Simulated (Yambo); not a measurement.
RPA spectrum of Mg2ZnO3 (space group P-3m1, No. 164) on PBEsol bands in Yambo (12×12×6 mesh, 62 bands, 3 Ry local-field block, 0.2 eV broadening; field along x). CGrdSpXd merges neighbouring transition energies to save time; the report line [X-CG] gives the poles kept by one of the 4 MPI tasks, and where the merging fails may depend on that split. Axes are Cartesian, with cell vectors (Å) (3.03, 0.00, 0.00), (-1.52, 2.63, 0.00), (0.00, 0.00, 7.40).

| CGrdSpXd asked (%) | share reached (%) | poles used (one task) | static ε | largest change of Im ε (% of its maximum) | rough time |
|---|---|---|---|---|---|
| 100 | 100 | 16985 | 3.80 | 0.0 | 1 |
| 70 | 69 | 11884 | 3.80 | 0.0 | within a factor of two |
| 30 | 29 | 5053 | 3.80 | 0.1 | within a factor of two |
| 15 | 0 | 22 | 3.84 | 15 | within a factor of two |
| 5 | 0 | 22 | 3.84 | 15 | within a factor of two |

All runs end normally. In the runs at 15 %, 5 % few poles are left or the spectrum changes by over a quarter of its peak, and no warning says so. Times are rough ratios from shared machines. The k mesh wasn't tested; the rows compare only with each other.

Geometry of the Materials Project entry, not relaxed at this level; primitive cell a = b = 3.033 Å, c = 7.403 Å, α = β = 90.00°, γ = 120.00°.

The structure is a Materials Project entry; no match was found in the copy of COD used, and its stability was not checked.
